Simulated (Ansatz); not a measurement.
**TiOs: sound and stiffness along [100], [110] and [111]**

Computed with DFT LDA, scalar-relativistic, plane waves, PAW in Ansatz 0.2.0. Settings: 420 eV plane-wave cutoff, Γ-centred 14×14×14 mesh, Fermi-Dirac smearing of 0.15 eV. No spin polarisation.

Relaxed structure:
```cif
data_structure
_symmetry_space_group_name_H-M 'P 1'
_symmetry_Int_Tables_number 1
_cell_length_a 3.0398
_cell_length_b 3.0398
_cell_length_c 3.0398
_cell_angle_alpha 90.000
_cell_angle_beta 90.000
_cell_angle_gamma 90.000
_cell_volume 28.09
loop_
_atom_site_label
_atom_site_type_symbol
_atom_site_fract_x
_atom_site_fract_y
_atom_site_fract_z
_atom_site_occupancy
Ti1 Ti 0.50000 0.50000 0.50000 1
Os1 Os 0.00000 0.00000 0.00000 1
```

In a metal, frequencies and elastic constants depend on the k mesh and the smearing, soft modes and shear constants most. Spin–orbit coupling is left out, which can shift energies with elements as heavy as these.

With ions relaxed, on the cubic axes: C11 = 509.4, C12 = 165.5, C44 = 126.3 GPa. The density is 14.076 g/cm³.

Question: Is the crystal stable against strain, and how anisotropic is it?

Answer: Born's conditions hold: C11 + 2C12 = 840.4, C11 − C12 = 343.9 and C44 = 126.3 GPa are all positive. B = (C11 + 2C12)/3 = 280.1 GPa. The two shear moduli are C44 and C′ = (C11 − C12)/2 = 172.0 GPa, so Zener's ratio is A = C44/C′ = 0.73: the shear C44 is the soft one, as in NaCl, KCl, the halide perovskites and the bcc metals V, Nb, Cr and Mo. The Cauchy pressure C12 − C44 is 39.2 GPa; it would vanish for pair forces between atoms on inversion centres at zero pressure, and a positive value is usual with metallic or many-body binding.

Question: Give the sound speeds along the three symmetry directions.

Answer: The Christoffel equation gives ρv² for each branch:
```tsv
direction	branch	ρv²	GPa	v (m/s)
[100]	L	C11	509.4	6016
[100]	T (×2)	C44	126.3	2995
[110]	L	(C11 + C12 + 2C44)/2	463.8	5740
[110]	T, u ∥ [001]	C44	126.3	2995
[110]	T, u ∥ [1-10]	(C11 − C12)/2	172.0	3495
[111]	L	(C11 + 2C12 + 4C44)/3	448.5	5645
[111]	T (×2)	(C11 − C12 + C44)/3	156.7	3337
```

Question: How does Young's modulus depend on direction?

Answer: Inverting gives S11 = 2.335, S12 = -0.573, S44 = 7.918 TPa⁻¹. Along a unit vector (l, m, n), 1/E = S11 − 2(S11 − S12 − S44/2)(l²m² + m²n² + n²l²), where the last bracket is 0, 1/4 and 1/3 for [100], [110] and [111]: E = 428, 350 and 329 GPa. With A < 1 the cube edge is stiffest. For a film on (001), the biaxial modulus is C11 + C12 − 2C12²/C11 = 567 GPa and the normal strain is −2C12/C11 = -0.65 times the in-plane one.